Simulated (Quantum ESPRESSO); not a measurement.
# Planted mistakes on one cell of NbTi2O5F3

The results below are calculated, not measured. They come from pw.x of Quantum ESPRESSO 7.5, a plane-wave density functional program, with PseudoDojo standard norm-conserving files (v0.5 for PBE, v0.4.1 for LDA and PBEsol). The cells are made up: elements, strain and atom displacements were drawn at random, and nothing was relaxed. There is no spin polarisation, spin-orbit coupling or dispersion term.

The cell has 12 sites of a rutile lattice (two cells along c). Sites 1 to 4 hold empty Nb Ti Ti; sites 5 to 12 hold O O F O O F F O. Cell vectors in Å: (4.668, -0.028, 0.006); (-0.028, 4.665, -0.001); (0.007, -0.001, 5.827). Settings: PBE, cutoff 1143 eV, 5 x 5 x 4 k mesh shifted by half a step, Fermi-Dirac smearing of 0.025 eV.

The intended run has a self-consistency threshold of 1e-07 eV, a smearing term of 0.000 eV, a pressure of 4.81 GPa and 19 iterations. Each further run changes one thing: all lengths scaled by 0.9801; atoms of sites 11 and 12 exchanged; cutoff 703 eV; files of LDA; k mesh 2 x 2 x 2; one electron added; smearing 0.9 eV; threshold 0.06 eV. A coarse mesh keeps the shift, and a charged cell sits in a uniform background.

| run | change of free energy (eV) | smearing term -TS (eV) | change of P (GPa) | largest change of a force component (eV/Å) | iterations |
| --- | --- | --- | --- | --- | --- |
| A | 0.019 | 0.000 | 1.49 | 0.082 | 10 |
| B | -3.550 | -9.562 | 9.16 | 3.218 | 21 |
| C | 9.460 | -0.019 | 20.39 | 1.129 | 22 |
| D | 8.764 | 0.000 | -11.24 | 0.333 | 19 |
| E | 6.091 | 0.000 | -42.11 | 0.131 | 19 |
| F | 0.527 | 0.000 | 13.78 | 0.773 | 21 |
| G | -0.341 | 0.000 | -0.39 | 4.347 | 22 |
| H | -0.014 | 0.000 | -0.04 | 0.028 | 20 |

A rerun of the intended cell at 1467 eV and k mesh 7 x 7 x 6 moved values by no more than 0.004 eV in the cell's energy, 0.04 GPa in stress and 0.002 eV/Å in force.

Question: which change belongs to which run?

## Worked reading

Run A has the fewest iterations, as a run stopped early does. Run B has the largest smearing term, as wide smearing gives. Run E has a higher energy and the largest fall in pressure, as too small a basis gives. Run F changes the volume by a factor of 0.9415; minus its pressure change over the logarithm of that factor, 229 GPa, is a rough bulk modulus with clamped atoms. Energies from files of another functional, or of a charged cell, have another zero and say nothing on stability; the pressure of a charged cell rests on the program's zero of potential too.

## Key

```
run                              change
  A                   threshold 0.06 eV
  B                     smearing 0.9 eV
  C                  one electron added
  D                        files of LDA
  E                       cutoff 703 eV
  F        all lengths scaled by 0.9801
  G  atoms of sites 11 and 12 exchanged
  H                    k mesh 2 x 2 x 2
```